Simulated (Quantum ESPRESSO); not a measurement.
Ca3FO2Cl, input and log of a self-consistent run

Computed values, not a measurement. The program is pw.x of Quantum ESPRESSO 7.5 (plane-wave density functional theory). The cell is made up: 7 atoms on a rocksalt lattice with one site empty, with randomly drawn elements, strain and displacements, not relaxed. PseudoDojo standard norm-conserving files (v0.5 for PBE, v0.4.1 for LDA and PBEsol) set the functional; there is no spin polarisation, spin-orbit coupling or dispersion term, and the masses in the input are unused placeholders.

Input:

```
&control calculation='scf', pseudo_dir='./dojo.nc.sr.pbe.v0_5.standard.upf', outdir='./o', disk_io='medium', tprnfor=.true., tstress=.true. /
&system ibrav=0, nat=7, ntyp=4, nbnd=34, ecutwfc=105.61755193, nosym=.true., tot_charge=0,
 occupations='smearing', smearing='fd', degauss=0.0018374661
/
&electrons conv_thr=7.350e-09, electron_maxstep=60, /
ATOMIC_SPECIES
Ca 1.0 Ca.upf
Cl 1.0 Cl.upf
F 1.0 F.upf
O 1.0 O.upf
CELL_PARAMETERS angstrom
4.9312 0.0 0.0
0.0 4.9312 0.0
0.0 0.0 4.9312
ATOMIC_POSITIONS angstrom
Ca -0.0167 2.4474 2.5125
Ca 2.4433 0.0592 2.487
Ca 2.4217 2.476 0.0754
F 2.4564 -0.026 -0.0325
O 2.4907 2.5293 2.4374
O 5.0152 0.0016 2.3894
Cl 4.8793 2.4504 -0.0557
K_POINTS automatic
6 6 6 1 1 1
```

The log is shortened where brackets say so; the opening notice, blank lines, dates and the lines on written files are dropped, and the path of the files is cut. It prints rydbergs, bohrs and kilobars, and counts compression as positive stress. With no partly filled state, the Fermi energy that it prints is only some level between the filled and the empty states on the mesh, and need not lie in the true gap.

```
     Program PWSCF v.7.5
     Parallel version (MPI & OpenMP), running on       1 processor cores
     Number of MPI processes:                 1
     Threads/MPI process:                     1
     [start-up lines left out]
     bravais-lattice index     =            0
     lattice parameter (alat)  =       9.3186  a.u.
     unit-cell volume          =     809.1974 (a.u.)^3
     number of atoms/cell      =            7
     number of atomic types    =            4
     number of electrons       =        56.00
     number of Kohn-Sham states=           34
     kinetic-energy cutoff     =     105.6176  Ry
     charge density cutoff     =     422.4702  Ry
     scf convergence threshold =      7.3E-09
     mixing beta               =       0.7000
     number of iterations used =            8  plain     mixing
     Exchange-correlation= PBE
                           (   1   4   3   4   0   0   0)
     [axes and pseudopotential details left out]
   Cartesian axes
     site n.     atom                  positions (alat units)
         1        Ca     tau(   1) = (  -0.0033866   0.4963092   0.5095109  )
         2        Ca     tau(   2) = (   0.4954778   0.0120052   0.5043397  )
         3        Ca     tau(   3) = (   0.4910975   0.5021090   0.0152904  )
         4        F      tau(   4) = (   0.4981343  -0.0052726  -0.0065907  )
         5        O      tau(   5) = (   0.5050900   0.5129177   0.4942813  )
         6        O      tau(   6) = (   1.0170344   0.0003245   0.4845474  )
         7        Cl     tau(   7) = (   0.9894752   0.4969176  -0.0112954  )
     number of k points=   108  Fermi-Dirac smearing, width (Ry)=  0.0018
     Number of k-points >= 100: set verbosity='high' to print them.
     Dense  grid:   118721 G-vectors     FFT dimensions: (  64,  64,  64)
     Estimated max dynamical RAM per process >     148.70 MB
     Initial potential from superposition of free atoms
     starting charge      55.9852, renormalised to      56.0000
     Starting wfcs are   31 randomized atomic wfcs +    3 random wfcs
     total cpu time spent up to now is       41.0 secs
     per-process dynamical memory:   107.5 Mb
     Self-consistent Calculation
     iteration #  1     ecut=   105.62 Ry     beta= 0.70
     Davidson diagonalization with overlap
     ethr =  1.00E-02,  avg # of iterations =  7.5
     total cpu time spent up to now is      179.0 secs
     total energy              =    -380.51742457 Ry
     estimated scf accuracy    <       1.61102437 Ry
     iteration #  2     ecut=   105.62 Ry     beta= 0.70
     Davidson diagonalization with overlap
     ethr =  2.88E-03,  avg # of iterations =  6.2
     total cpu time spent up to now is      328.8 secs
     total energy              =    -379.60199811 Ry
     estimated scf accuracy    <       9.42843608 Ry
     iteration #  3     ecut=   105.62 Ry     beta= 0.70
     Davidson diagonalization with overlap
     ethr =  2.88E-03,  avg # of iterations =  5.1
     total cpu time spent up to now is      454.9 secs
     total energy              =    -381.37212658 Ry
     estimated scf accuracy    <       0.45196877 Ry
     iteration #  4     ecut=   105.62 Ry     beta= 0.70
     Davidson diagonalization with overlap
     ethr =  8.07E-04,  avg # of iterations =  2.3
     total cpu time spent up to now is      573.0 secs
     total energy              =    -381.40416075 Ry
     estimated scf accuracy    <       0.10933931 Ry
     iteration #  5     ecut=   105.62 Ry     beta= 0.70
     Davidson diagonalization with overlap
     ethr =  1.95E-04,  avg # of iterations =  5.7
     total cpu time spent up to now is      683.4 secs
     total energy              =    -381.39398602 Ry
     estimated scf accuracy    <       0.04439899 Ry
     [iterations 6 to 7 left out]
     iteration #  8     ecut=   105.62 Ry     beta= 0.70
     Davidson diagonalization with overlap
     c_bands:  1 eigenvalues not converged
     c_bands:  1 eigenvalues not converged
     c_bands:  1 eigenvalues not converged
     ethr =  5.07E-07,  avg # of iterations =  5.7
     total cpu time spent up to now is     1084.4 secs
     total energy              =    -381.40060732 Ry
     estimated scf accuracy    <       0.00005044 Ry
     iteration #  9     ecut=   105.62 Ry     beta= 0.70
     Davidson diagonalization with overlap
     c_bands:  1 eigenvalues not converged
     ethr =  9.01E-08,  avg # of iterations =  3.9
     total cpu time spent up to now is     1182.1 secs
     total energy              =    -381.40060786 Ry
     estimated scf accuracy    <       0.00001544 Ry
     iteration # 10     ecut=   105.62 Ry     beta= 0.70
     Davidson diagonalization with overlap
     ethr =  2.76E-08,  avg # of iterations =  4.3
     total cpu time spent up to now is     1289.3 secs
     total energy              =    -381.40061121 Ry
     estimated scf accuracy    <       0.00000020 Ry
     iteration # 11     ecut=   105.62 Ry     beta= 0.70
     Davidson diagonalization with overlap
     c_bands:  1 eigenvalues not converged
     c_bands:  1 eigenvalues not converged
     ethr =  3.55E-10,  avg # of iterations =  5.8
     total cpu time spent up to now is     1438.4 secs
     total energy              =    -381.40061147 Ry
     estimated scf accuracy    <       0.00000007 Ry
     iteration # 12     ecut=   105.62 Ry     beta= 0.70
     Davidson diagonalization with overlap
     ethr =  1.20E-10,  avg # of iterations =  2.9
     total cpu time spent up to now is     1544.7 secs
     End of self-consistent calculation
     Number of k-points >= 100: set verbosity='high' to print the bands.
     the Fermi energy is     7.7470 ev
!    total energy              =    -381.40061148 Ry
     estimated scf accuracy    <          2.0E-09 Ry
     smearing contrib. (-TS)   =      -0.00000000 Ry
     internal energy E=F+TS    =    -381.40061148 Ry
     The total energy is F=E-TS. E is the sum of the following terms:
     one-electron contribution =    -131.65338978 Ry
     hartree contribution      =      89.96315850 Ry
     xc contribution           =     -81.31106837 Ry
     ewald contribution        =    -258.39931183 Ry
     convergence has been achieved in  12 iterations
     Forces acting on atoms (cartesian axes, Ry/au):
     atom    1 type  1   force =     0.00416576    0.00876696   -0.06563469
     atom    2 type  1   force =    -0.00178656   -0.01736548   -0.00302544
     atom    3 type  1   force =    -0.00125176    0.00942949    0.00026570
     atom    4 type  3   force =     0.00096000    0.00521615    0.00251072
     atom    5 type  4   force =    -0.00413181   -0.01276222    0.00274174
     atom    6 type  4   force =    -0.00146780    0.00799484    0.00833754
     atom    7 type  2   force =     0.00351218   -0.00127974    0.05480443
     Total force =     0.090452     Total SCF correction =     0.000039
     Computing stress (Cartesian axis) and pressure
          total   stress  (Ry/bohr**3)                   (kbar)     P=       26.41
   0.00035710  -0.00000501  -0.00000228           52.53       -0.74       -0.33
  -0.00000501  -0.00064036  -0.00000199           -0.74      -94.20       -0.29
  -0.00000228  -0.00000199   0.00082180           -0.33       -0.29      120.89
     init_run     :     40.09s CPU     40.81s WALL (       1 calls)
     electrons    :   1437.18s CPU   1503.72s WALL (       1 calls)
     forces       :     11.99s CPU     12.13s WALL (       1 calls)
     stress       :     49.89s CPU     50.14s WALL (       1 calls)
     [timing details left out]
     PWSCF        :  25m39.68s CPU  26m48.84s WALL
     JOB DONE.
```

In other units: free energy -5189.220 eV for the cell, pressure 2.64 GPa, largest force component 1.688 eV/Å. This run is the check on a run of the same cell at 1143 eV and a 4 x 4 x 4 mesh: rerunning at 1437 eV and a 6 x 6 x 6 mesh moved values by no more than 0.002 eV in energy, 0.02 GPa in stress and 0.002 eV/Å in force.